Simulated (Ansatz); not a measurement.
Relaxed-ion elastic tensor of B₄C in space group Cm (No. 8; Pearson symbol mS30) in GPa (Voigt order), the program Ansatz at the PBEsol level (PAW); density 2.56 g/cm³, 7.17 Å³ per atom.

```
  499    108   99.0    0.0  -34.0    0.0
  108    545   96.8    0.0   56.0    0.0
 99.0   96.8    559    0.0   35.4    0.0
  0.0    0.0    0.0    199    0.0   36.5
-34.0   56.0   35.4    0.0    190    0.0
  0.0    0.0    0.0   36.5    0.0    184
```

Q: Is the crystal mechanically stable?

A: Yes: the smallest eigenvalue of C is 154 GPa.

Q: Work out the Voigt, Reuss and Hill averages.

A: K_V = 246, K_R = 243, K_H = 244; G_V = 201, G_R = 192, G_H = 197 GPa.

Q: Give Young's modulus, Poisson's ratio, Pugh's ratio and the universal anisotropy index.

A: E = 9KG/(3K + G) = 465 GPa; ν = 0.18; K/G = 1.24 (brittle by the Pugh limit of 1.75); A_U = 5G_V/G_R + K_V/K_R − 6 = 0.25.

Q: Estimate the sound speeds and the Debye temperature.

A: v_l = √((K + 4G/3)/ρ) = 14100 m/s, v_t = √(G/ρ) = 8770 m/s, mean 9660 m/s; Θ = (h/k)(3n/4πV)^(1/3) v_m = 1490 K.

Q: Solve the Christoffel equation for the three sound speeds along x, y, z.

A: Eigenvalues of C_ijkl n_j n_l equal ρv² (piezoelectric stiffening left out). In km/s, slowest first: x 8.49, 8.53, 14.01; y 7.77, 9.46, 14.60; z 8.54, 8.81, 14.82.

Q: How much does each axis shrink under pressure?

A: Linear compressibilities β_i = Σ_j S_ij (j = 1 to 3): x 1.4, y 1.4, z 1.3 per TPa.

The workflow started from a Materials Project entry (that database holds measured and hypothetical structures alike); the Crystallography Open Database copy checked does not list it. Its standing as an ambient phase is unchecked. The cell was relaxed with PBEsol under the symmetry of its start; whether a distortion lowers the energy is not shown.

Potentials: the earlier of the program's two PAW sets. The files were generated under PBE; for other functionals the program regenerates the frozen cores, and for LDA and PBEsol the local potential too.
